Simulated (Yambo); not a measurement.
PtS2 (CdI2 type, space group P-3m1, No. 164), G0W0@PBEsol in Yambo with this input:

```
rim_cut
gw0
dyson
el_el_corr
HF_and_locXC
ppa
em1d
RandQpts= 1000000
RandGvec= 1 Ry
EXXRLvcs= 84 Ry
VXCRLvcs= 336 Ry
Chimod= "HARTREE"
% BndsRnXp
 5 | 116 |
%
NGsBlkXp= 8 Ry
% LongDrXp
 1.0 | 1.0 | 1.0 |
%
PPAPntXp= 27.2114 eV
% GbndRnge
 1 | 116 |
%
GTermKind= "BG"
DysSolver= "n"
ExtendOut
```

On a 6×6×4 mesh, with wavefunctions cut at 84 Ry, the gap ((0, 0.167, 0.25) → (0, 0.333, 0.25)) is 2.005 eV and the valence edge shifts by -0.402 eV.

What happens with this change: 3 Ry block?

The gap falls by 0.127 eV, to 1.878 eV; the shift of the valence edge becomes -0.077 eV. Neither run is shown to be the converged limit. The mesh misses a band edge: along a dense path the PBEsol gap is 1.15 eV against 1.26 eV on the mesh.

Spin-orbit coupling is not included.

Geometry of the Materials Project entry, not relaxed at this level; primitive cell a = 3.549 Å, b = 3.549 Å, c = 5.597 Å, α = 90.00°, β = 90.00°, γ = 120.00°.

A shift is the quasiparticle energy of the state minus its PBEsol energy.

The distance between layers or molecules is the database entry's, not relaxed here. Functionals without dispersion can leave it too large, which widens gaps and weakens the response across layers: the numbers belong to this cell.
